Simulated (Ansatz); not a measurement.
GeTePt:
```xyz
12
Lattice="6.2960 0.0000 0.0000 0.0000 6.2960 0.0000 0.0000 0.0000 6.2960" Properties=species:S:1:pos:R:3 pbc="T T T"
Ge     0.7645     5.5315     2.3835
Ge     2.3835     0.7645     5.5315
Ge     3.9124     3.9124     3.9124
Ge     5.5315     2.3835     0.7645
Te     5.5203     0.7756     3.9236
Te     3.9236     5.5203     0.7756
Te     2.3724     2.3724     2.3724
Te     0.7756     3.9236     5.5203
Pt     3.2393     3.0567     6.2047
Pt     6.2047     3.2393     3.0567
Pt     0.0913     0.0913     0.0913
Pt     3.0567     6.2047     3.2393
```

Relaxed with r²SCAN. Special points in fractions of this cell's reciprocal vectors: Γ (0.000, 0.000, 0.000); X (0.000, 0.500, 0.000); M (0.500, 0.500, 0.000); R (0.500, 0.500, 0.500); X1 (0.500, 0.000, 0.000).

Problem. List the band energies nearest the valence-band maximum at these points for plane-wave PAW r²SCAN (Ansatz code).

Solution. In eV from the valence-band maximum; about four levels below and three above (degenerate sets whole), none deeper than 8.9 eV; points with the same levels are listed once.

```
k                    below                above
-  -----------------------  -------------------
Γ  -2.30 -0.65 -0.65 -0.65       0.38 0.38 0.38
X  -1.39 -1.39 -0.77 -0.77  0.98 0.98 2.04 2.04
M  -0.76 -0.76 -0.52 -0.52  1.87 1.87 1.97 1.97
R  -0.71 -0.71 -0.71 -0.71  0.47 0.47 0.47 0.47
```

Space group P2_13. The first step of the workflow began from a Materials Project structure, measured or hypothetical; the Crystallography Open Database copy checked does not list it. Its standing as an ambient phase is unchecked. Symmetry was held in the r²SCAN relaxation; its stability against distortions is not shown here. The run is not spin-polarised. Spin–orbit coupling is left out wherever it is not named.

Potentials: the later of the program's two PAW sets.
